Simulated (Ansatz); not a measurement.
**Ca (Im-3m), an elastic constant from a strain scan**

Method: DFT r2SCAN, scalar-relativistic, plane waves, PAW in Ansatz 0.2.0. Cutoff 500 eV, Γ-centred 16×16×16 k-points, Gaussian smearing of 0.15 eV. No spin polarisation. Energies are free energies at this smearing, counted from the undisturbed cell; pressure is positive in compression.

The starting cell (as given, not relaxed at this level; it stands at -0.6 GPa; this bcc form isn't the usual structure):

```yaml
crystal:
  lattice:
    - [-2.24000, 2.24000, 2.24000]
    - [2.24000, -2.24000, 2.24000]
    - [2.24000, 2.24000, -2.24000]
  atoms:
    - { symbol: Ca, position: [0.00000, 0.00000, 0.00000] }
```

The cell is strained by ε times the Voigt pattern (0, 0, 1, 0, 0, 0) (xx, yy, zz, yz, xz, xy; engineering shear) with fractional coordinates fixed. The cell holds 1 atom in V0 = 44.96 Å³. The stress column is τ = (1/V0) dE/dε, got from the stress tensor σ (compression positive) at each point as −det(1 + εP) σ : P(1 + εP)⁻¹, with P the pattern as a tensor.

| ε | ΔE (meV/atom) | τ (GPa) |
| --- | --- | --- |
| -0.0400 | -3.178 | -0.091 |
| -0.0300 | -3.155 | 0.105 |
| -0.0200 | -2.600 | 0.290 |
| -0.0100 | -1.539 | 0.465 |
| 0.0000 | 0.000 | 0.630 |
| 0.0100 | 1.991 | 0.787 |
| 0.0200 | 4.408 | 0.934 |
| 0.0300 | 7.227 | 1.073 |
| 0.0350 | 8.780 | 1.140 |
| 0.0400 | ? | ? |

Question: Which combination of elastic constants does this scan measure, and how large is it?

Answer: For small ε, τ = τ0 + Kε with K = pᵀCp, which for this pattern is C11 in the cubic axes. The parabola through τ at ε = -0.0100, 0 and 0.0100 has slope K = 16.1 GPa at zero. The energies per cell, E = NΔE, of the same two points give K = 2[E(ε₊)/ε₊ − E(ε₋)/ε₋]/[(ε₊ − ε₋)V0] = 16.1 GPa, in agreement. The start is under stress, which shifts K from the elastic constant by about the size of that stress.

Question: Predict the withheld row at ε = 0.0400 from the harmonic law, and compare.

Answer: ΔE = V0(τ0 ε + Kε²/2)/N = 10.690 meV/atom and τ = 1.27 GPa. The calculation gives 10.424 meV/atom and 1.20 GPa: the energy lies 2 % below the harmonic value, as bonds soften when stretched.

In a metal these slopes depend on the k mesh and the smearing.